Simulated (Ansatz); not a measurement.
**Ag: the functional and the phonons**

Ag in the fcc lattice, in a typed cell, not relaxed.

```xyz
1
Lattice="0.0000 2.0750 2.0750 2.0750 0.0000 2.0750 2.0750 2.0750 0.0000" Properties=species:S:1:pos:R:3 pbc="T T T"
Ag    0.0000    0.0000    0.0000
```

Method (Ansatz, development build): PBE; all-electron PAW datasets (no frozen core) at 280 eV; k mesh 8×8×8; Fermi–Dirac smearing of 0.1 eV; no spin. Harmonic phonons by finite displacements in cells commensurate with each q, in cm⁻¹; i marks an unstable mode.

Caveats: coarse k mesh.

At 17.87 Å³ an atom it gives lowest mode at X = [0.5, 0, 0.5] (cm⁻¹) 103; top mode at X = [0.5, 0, 0.5] (cm⁻¹) 155.

Q: Repeat with r2SCAN in the same cell, on the same kind of potentials and mesh. What changes?

A: 
```
             functional  cutoff (eV)  volume (Å³/atom)  lowest mode at X = [0.5, 0, 0.5] (cm⁻¹)  top mode at X = [0.5, 0, 0.5] (cm⁻¹)
r2SCAN in the same cell          310             17.87                                       99                                   148
```
